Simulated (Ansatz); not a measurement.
**TiAs (zincblende structure)**

Level of theory: DFT, PBEsol, scalar-relativistic, no spin polarisation; plane waves to 420 eV with PAW datasets (Ansatz 0.2.0), 10×10×10 k-mesh, Gaussian smearing of 0.05 eV; PAW files: Ansatz's generated set soft_2.

```
Ti As
1.0
     0.00000    2.84363    2.84363
     2.84363    0.00000    2.84363
     2.84363    2.84363    0.00000
Ti As
1 1
Cartesian
  0.0000 0.0000 0.0000
  1.4218 1.4218 1.4218
```

The start was a prototype's sites filled with these elements, not a measured cell.

The cell is relaxed to zero pressure at this level.

The cell has space group F-43m (read at 0.01 Å). In it the stress is 0.01, 0.01, 0.01, 0.00, 0.00, 0.00 GPa and the largest force component 0.000 eV/Å. Each change below starts from this cell, without further relaxation. Stress is in GPa, positive in compression, in the order xx, yy, zz, yz, xz, xy; energies are counted from the cell above and are free energies with the smearing's entropy, which match forces and stress in a metal.

Task: What happens when atom 1 (Ti) is moved by 0.05 Å along y?

Result: The energy changes by 11.2 meV per cell, and the force on it along the shift is -0.453 eV/Å (−F/u = 9.06 eV/Å²). Stress: 0.15, 0.01, 0.15, 0.00, 2.16, 0.00.
```tsv
atom	Fx (eV/Å)	Fy	Fz
Ti1	0.000	-0.453	0.000
As2	0.000	0.453	0.000
```
In a harmonic crystal the energy would rise by −½F·u = ½ × 9.06 × 0.05² eV = 11.3 meV, which matches.

Task: A single strain component, atoms carried along, gave the stress 0.78, 0.95, 0.78, 0.00, 0.00, 0.00. Which component, and about how large?

Result: An engineering strain of -1 % in yy; the energy changes by 1.4 meV per cell.

The cell is a metal with an odd number of electrons, and spin polarisation wasn't tried.
